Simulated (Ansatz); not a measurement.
Be (hcp, Mg type)

```xyz
2
Lattice="2.2571 0.0000 0.0000 -1.1286 1.9547 0.0000 0.0000 0.0000 3.5529" Properties=species:S:1:pos:R:3 pbc="T T T"
Be     0.0000     1.3031     2.6647
Be     1.1286     0.6516     0.8882
```

The volume is varied about the relaxed value V₀ at fixed cell shape. Symmetry pins the atoms to their sites.

All values below come from PBEsol (plane waves to 420 eV, PAW, scalar-relativistic; Ansatz, a quantum-chemistry and plane-wave program). k mesh 23×23×13 (Γ-centred), Fermi-Dirac smearing 0.05 eV. The energy includes the smearing's −TS. With the shape held, the modulus is that of even scaling; a crystal free to change shape is softer. Be was relaxed with its symmetry unable to fall. The zero of ΔE is the relaxed starting cell. The last digit holds for this mesh only.

```json
[
 {"V (Å³/atom)": "7.054", "ΔE (meV/atom)": "35.3"},
 {"V (Å³/atom)": "7.250", "ΔE (meV/atom)": "19.1"},
 {"V (Å³/atom)": "7.446", "ΔE (meV/atom)": "8.2"},
 {"V (Å³/atom)": "7.642", "ΔE (meV/atom)": "2.0"},
 {"V (Å³/atom)": "7.838", "ΔE (meV/atom)": "0.0"},
 {"V (Å³/atom)": "8.034", "ΔE (meV/atom)": "1.8"},
 {"V (Å³/atom)": "8.230", "ΔE (meV/atom)": "7.1"},
 {"V (Å³/atom)": "8.426", "ΔE (meV/atom)": "15.4"},
 {"V (Å³/atom)": "8.622", "ΔE (meV/atom)": "26.5"}
]
```

Task: What bulk modulus at fixed cell shape B₀ follows from a third-order Birch-Murnaghan fit?

Result: 124 GPa.

Task: What is the fitted pressure derivative B₀′?

Result: 3.3.

(Under strain, the slope of the energy per volume gives the stress and its curvature an elastic modulus.)
